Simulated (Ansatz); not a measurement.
Here is an unrelaxed guess for Hf3ZrS8.

```
CELL_PARAMETERS angstrom
7.16230 0.00000 0.00000
-3.58115 6.20273 0.00000
0.00000 0.00000 5.95821
ATOMIC_POSITIONS crystal
Zr 0.00000 0.00000 0.00000
Hf 0.00000 0.50000 0.00000
Hf 0.50000 0.00000 0.00000
Hf 0.50000 0.50000 0.00000
S 0.33333 0.16667 0.76395
S 0.33333 0.66667 0.76395
S 0.83333 0.16667 0.76395
S 0.83333 0.66667 0.76395
S 0.16667 0.33333 0.23605
S 0.16667 0.83333 0.23605
S 0.66667 0.33333 0.23605
S 0.66667 0.83333 0.23605
```

Method: DFT PBE, scalar-relativistic, plane waves, PAW (Ansatz 0.2.0). Cutoff 420 eV; k points 3×3×4 on the computed 12-atom cell (Γ-centred); Gaussian smearing, width 0.10 eV; no spin polarisation.

Formation energies are uncorrected and refer to the elements' standard structures at the same level.

Problem. How far from equilibrium is it?

Solution. The pressure is 7.7 GPa (the mean over three directions, positive in compression), the largest force is 0.94 eV/Å, and the energy is −1.53 eV/atom against the elements. The shortest distance is 2.50 Å.

Problem. How much does it gain on relaxing, and where does it end?

Solution. Relaxing gains about 0.05 eV/atom in 14 ionic steps and ends at −1.574 eV/atom on the finer mesh. The symmetry stays P-3m1 (No. 164). The volume per atom grows by 19.5 %, from 22.1 to 26.4 Å³. The shortest distance goes from 2.50 Å (Hf–S and Zr–S) to 2.56 Å (Hf–S). The ratio c/a of the conventional cell changes by a factor of 1.12. Conventional cell: a = 7.319 Å, c = 6.819 Å. Zr has 6 S at 2.57 Å and 6 Hf at 3.66 Å; Hf has 6 S at 2.56 Å, 2 Zr at 3.66 Å and 4 Hf at 3.66 Å; S on a site of symmetry m is surrounded by 2 Hf at 2.56 Å and 1 Zr at 2.57 Å; 1 more site not described.

The last run used a 6×6×4 mesh (in the run's order of axes) for its 12-atom cell and Gaussian smearing of 0.02 eV. Weakly bound directions are ill-defined at this level, which has no dispersion term. Spin–orbit coupling, which can matter for Hf, is left out. The reference form of S is held partly by dispersion forces, which this level lacks. The relaxation can't lower the symmetry of the start. Symmetry constrained the relaxation, so the result can be a saddle point.
